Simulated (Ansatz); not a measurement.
# Is this ZrPd2Se5 structure a true minimum?

The cell was found from a proposed guess, not taken from experiment.

Computed with DFT PBE, scalar-relativistic, plane waves, PAW in Ansatz. Plane waves to 420 eV, a k mesh through Γ of 12×12×2 on the computed 8-atom cell and Gaussian smearing (0.10 eV); no spin polarisation.

The cell below (8 atoms, space group P-3m1 (No. 164)) is relaxed within its symmetry.

```
Zr Pd Se
1.0
     3.76503    0.00000    0.00000
    -1.88252    3.26061    0.00000
     0.00000    0.00000   15.74879
Zr Pd Se
1 2 5
Direct
  0.00000 0.00000 0.00000
  0.33333 0.66667 0.39595
  0.66667 0.33333 0.60405
  0.66667 0.33333 0.31881
  0.33333 0.66667 0.68119
  0.00000 0.00000 0.50000
  0.33333 0.66667 0.10160
  0.66667 0.33333 0.89840
```

For the test it was strained at random (σ = 1.5 % a component), the atoms were moved at random (σ = 0.05 Å), and all was relaxed again on a coarse 6×6×2 mesh (in the run’s order of axes) with 0.20 eV smearing, with no symmetry imposed.

Weakly bound directions are ill-defined at this level, which has no dispersion term.

Q: What happens?

A: It returns, within 1 meV/atom of the unmoved cell on that mesh and with the same symmetry when read at 0.1 Å (P1 at 0.01 Å, so small strains and shifts remain). So it is stable against the distortions that fit this cell and that this random move excites. Modes that don't fit the cell aren't tested.
